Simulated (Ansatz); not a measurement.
BeS, first-principles data

BeS:
```yaml
crystal:
  lattice:
    - [3.45175, 0.00000, 0.00000]
    - [-1.72587, 2.98930, 0.00000]
    - [0.00000, 0.00000, 7.81096]
  atoms:
    - { symbol: Be, position: [0.00000, 0.50000, 0.33333] }
    - { symbol: Be, position: [0.50000, 0.50000, 0.66667] }
    - { symbol: Be, position: [0.50000, 0.00000, 0.00000] }
    - { symbol: S, position: [0.00000, 0.50000, 0.83333] }
    - { symbol: S, position: [0.50000, 0.50000, 0.16667] }
    - { symbol: S, position: [0.50000, 0.00000, 0.50000] }
```

Space group P6_422 (No. 181); conventional cell a = b = 3.452 Å, c = 7.811 Å, α = β = 90.00°, γ = 120.00°.

Method: plane-wave PAW PBE (Ansatz code). The cell and atoms are relaxed at this level. Other levels are named where they apply.

### Cell and energy

| Quantity | Value |
|---|---|
| Volume per atom | 13.43 Å³ |
| Density | 2.54 g/cm³ |
| Formation energy from the elements (no fitted shifts) | -0.75 eV/atom |

### Electronic structure

| Item | Value |
|---|---|
| Band gap | 2.66 eV (indirect) |
| Valence-band maximum | on the K–Γ line, 94 % of the way from K |
| Conduction-band minimum | on the M–K line, 8 % of the way from M (6 equivalent valleys) |
| Smallest direct gap on the standard path | 3.89 eV |
| Electron effective mass | 0.28, 0.56, 0.61 mₑ (principal values) |

### Mechanics

| Item | Result |
|---|---|
| Bulk modulus (Birch–Murnaghan fit) | 99.6 GPa |
| Pressure derivative B′ | 3.8 |

The start of the workflow was typed in or built on a structure type; neither database checked (COD, Materials Project) lists it. COD files the formula under space group No. 216. Whether it is the stable phase at ambient conditions was not checked. Symmetry was held in the PBE relaxation; whether a distortion lowers the energy is not shown. The references are the lowest solids computed at this level, not always the standard phases.

Potentials: the earlier of the program's two PAW sets.
